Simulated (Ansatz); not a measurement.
Base run

Ansatz input (lattice in Å, positions in fractions of it)
```yaml
crystal:
  lattice:
    - [0, 2.535, 2.535]
    - [2.535, 0, 2.535]
    - [2.535, 2.535, 0]
  atoms:
    - { symbol: Hf, position: [-0.0039447732, 0.0039447732, 0.0039447732] }
    - { symbol: O, position: [0.25, 0.25, 0.25] }
    - { symbol: O, position: [0.75, 0.75, 0.75] }
kpoints:
  mp_grid: { grid: [8, 8, 8] }
hamiltonian:
  xc: pbe
  pseudopotentials:
    kind: all_electron
    nuclear_model: point
    lapw: { basis_error: "0.25 meV" }
scf:
  occupations: { method: fermi_dirac, width: 0.1 }
  convergence: { dr2_threshold: "1e-9 eV" }
  max_iter: 300
output:
  forces: true
  stress: true
```

Level of theory: PBE, all-electron LAPW, point nucleus (Ansatz).

It gives a pressure of 4.19 GPa and an rms force of 0.077 eV/Å.

**Question.** What changes with a first-order correction from the scalar-relativistic equation to Dirac's equation for the inner shells Hf 4p, Hf 4d and those below them?

**Answer.** The pressure goes up by 0.05 GPa, the forces move by 0.1 meV/Å (rms).

This cubic structure is a model: it isn't the usual form of the substance at ambient conditions, and such phases are metastable or hypothetical. The k-mesh is modest, so these values aren't fully converged in k.
